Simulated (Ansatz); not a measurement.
The cell below belongs to a search over invented structures; it isn't taken from experiment.

Input and command of a plane-wave DFT calculation in Ansatz:

```yaml
crystal:
  lattice:
    - [4.2752256, 0.0, 0.0]
    - [0.0, 4.2752256, 0.0]
    - [0.0, 0.0, 7.15219997]
  atoms:
    - { symbol: Hf, position: [0.5, 0.5, 0.5] }
    - { symbol: Cl, position: [0.0, 0.0, 0.59845364] }
    - { symbol: Cl, position: [0.5, 0.5, 0.09857331] }
    - { symbol: Cl, position: [0.5, 0.5, 0.90142669] }
    - { symbol: Cl, position: [0.0, 0.0, 0.40154636] }
    - { symbol: F, position: [0.0, 0.0, 0.0] }
basis:
  ecutwfc: 420
kpoints:
  mp_grid: { grid: [4, 4, 4] }
hamiltonian:
  xc: pbe
scf:
  occupations: { method: gaussian, width: 0.1 }
  lower_state_search: "off"
output:
  forces: true
  stress: true
  eigenvalues: true
relax:
  adjacent_minimum: "off"
  f_tol: 0.04
  max_steps: 70
  cell: { stress_tol: 0.4 }
```

```bash
ansatz run input.yaml --threads 1 --pin off --max-ram 2560MiB --backend cpu --events-out ev --progress --plain --runs-dir out
```

Processor: Intel(R) Xeon(R) Platinum 8259CL CPU @ 2.50GHz (Skylake/Cascade Lake), 1 thread, on a host shared with other jobs.

How long does it run, and how much memory does it take?

About 80 s, peak memory 0.49 GiB. It solves 37 bands at 18 k points (after reduction by symmetry) with about 2649 plane waves (on the last cell), in 129 SCF iterations over 12 ionic steps.
